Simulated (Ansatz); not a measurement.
Values for one crystal, relaxed and computed with DFT-PBE in the program Ansatz with PAW potentials; other levels are named.

| Item | Value |
|---|---|
| Volume per atom | 15.78 Å³ |
| Electronic character | metallic (no gap) |
| Density of states at the Fermi level | 0.61 states/eV per atom (mean over ±0.08 eV) |
| Pressure derivative B′ | 4.3 |
| Bulk modulus (Birch–Murnaghan fit) | 260 GPa |
| Gap with spin–orbit coupling | none (metallic) |

Question: Which compound is it?
(A) V, bcc (W type)
(B) Mo, bcc (W type)
(C) Ba, bcc (W type)
(D) Ta, bcc (W type)

Answer: B, Mo, bcc (W type)

Space group Im-3m (bcc (W type)). The cell was relaxed with PBE under the symmetry of its start. No spin polarisation was allowed. Spin–orbit coupling is left out wherever it is not named.

Potentials: the earlier of the program's two PAW sets.
